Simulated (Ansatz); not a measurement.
Consider the following.

WC:
```yaml
crystal:
  lattice:
    - [2.70428, 0.00000, 0.00000]
    - [0.00000, 2.70428, 0.00000]
    - [0.00000, 0.00000, 2.70428]
  atoms:
    - { symbol: W, position: [0.00000, 0.00000, 0.00000] }
    - { symbol: C, position: [0.50000, 0.50000, 0.50000] }
```

This is the PBEsol-relaxed structure.

Question: All from plane-wave PAW PBEsol (Ansatz code), unless another level is named. Give the electronic character.

Answer: metallic (no gap).

Question: What about the density of states at the Fermi level?

Answer: 0.32 states/eV per atom (mean over ±0.08 eV).

Question: Give the formation energy from the elements (no fitted shifts).

Answer: 651 meV/atom.

Question: Give the gap with spin–orbit coupling.

Answer: none (metallic).

Space group Pm-3m (CsCl type). The cell is a constructed one: a structure type filled with these elements; neither database checked (COD, Materials Project) lists it. It is not the phase usual at ambient conditions (space group No. 187). The PBEsol relaxation kept the symmetry of its start; whether a distortion lowers the energy is not shown. No spin polarisation was allowed. The references are the lowest solids computed at this level, not always the standard phases. Spin–orbit coupling is left out wherever it is not named.

Potentials: the earlier of the program's two PAW sets. The files were generated under PBE; for other functionals the program regenerates the frozen cores, and for LDA and PBEsol the local potential too.
